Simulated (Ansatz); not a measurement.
## Relaxing nitrogen (solid alpha-N2)

These are results of DFT, BLYP, plane waves (420 eV) with PAW, scalar-relativistic (Ansatz 0.2.0), not measurements. (PAW data from PBE, frozen cores regenerated.)

k-point mesh 3×3×3, Fermi-Dirac smearing 0.05 eV, no spin polarisation. Cell and atoms relax.

Starting structure:

```yaml
crystal:
  lattice:
    - [5.644, 0.0, 0.0]
    - [0.0, 5.644, 0.0]
    - [0.0, 0.0, 5.644]
  atoms:
    - { symbol: "N", position: [0.054, 0.054, 0.054] }
    - { symbol: "N", position: [0.446, 0.946, 0.554] }
    - { symbol: "N", position: [0.554, 0.446, 0.946] }
    - { symbol: "N", position: [0.946, 0.554, 0.446] }
    - { symbol: "N", position: [0.946, 0.946, 0.946] }
    - { symbol: "N", position: [0.554, 0.054, 0.446] }
    - { symbol: "N", position: [0.446, 0.554, 0.054] }
    - { symbol: "N", position: [0.054, 0.446, 0.554] }
hamiltonian:
  xc: blyp
  pseudopotentials:
    kind: paw
    azcp:
      "N": "pseudopotentials/N.paw.azcp"
basis:
  ecutwfc: 420
  fft_grid_basis: typed
kpoints:
  mp_grid: { grid: [3, 3, 3], shift: [0, 0, 0] }
magnetization:
  spin_polarized: false
scf:
  occupations: { method: fermi_dirac, width: 0.05 }
relax:
  max_steps: 60
  f_tol: 0.01
  cell: {}
```

Q: What cell does the relaxation end in?

A: Pa-3 with a = 7.645 Å; 55.85 Å³ per atom against 22.47 at the start (148.5 %).

Q: How much energy does the relaxation gain?

A: 110.5 meV per atom.

This functional, with no dispersion term, lets the cell expand far past the measured one.
